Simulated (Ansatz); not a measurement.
AlInSb₂:
```yaml
crystal:
  lattice:
    - [2.23994, 1.29323, 7.31276]
    - [-2.23994, 1.29323, 7.31276]
    - [0.00000, -2.58646, 7.31276]
  atoms:
    - { symbol: Al, position: [0.99951, 0.99951, 0.99951] }
    - { symbol: In, position: [0.50065, 0.50065, 0.50065] }
    - { symbol: Sb, position: [0.12071, 0.12071, 0.12071] }
    - { symbol: Sb, position: [0.62914, 0.62914, 0.62914] }
```

PBEsol in the plane-wave PAW code Ansatz gives a gap of 0.41 eV without spin–orbit coupling, maximum at Γ, minimum at Γ.

### Question
What happens when spin–orbit coupling is switched on?

### Answer
The gap decreases by 0.23 eV, to 0.18 eV; maximum at Γ, minimum at Γ.

### Question
Give the electron effective mass with spin–orbit coupling.

### Answer
0.018, 0.018, 0.041 mₑ (principal values).

### Question
Give the hole effective mass with spin–orbit coupling.

### Answer
0.023, 0.023, 0.78 mₑ (principal values).

Space group R3m. The workflow started from a Materials Project entry (that database holds measured and hypothetical structures alike); the Crystallography Open Database copy checked does not list it. With Al and In taken as one species the cell has the higher symmetry F-43m, so it may be an ordered model of a mixed-site phase. Whether it is the stable phase at ambient conditions was not checked. The PBEsol relaxation kept the symmetry of its start; of distortions, only those at the zone centre were tested.

Potentials: the later of the program's two PAW sets.
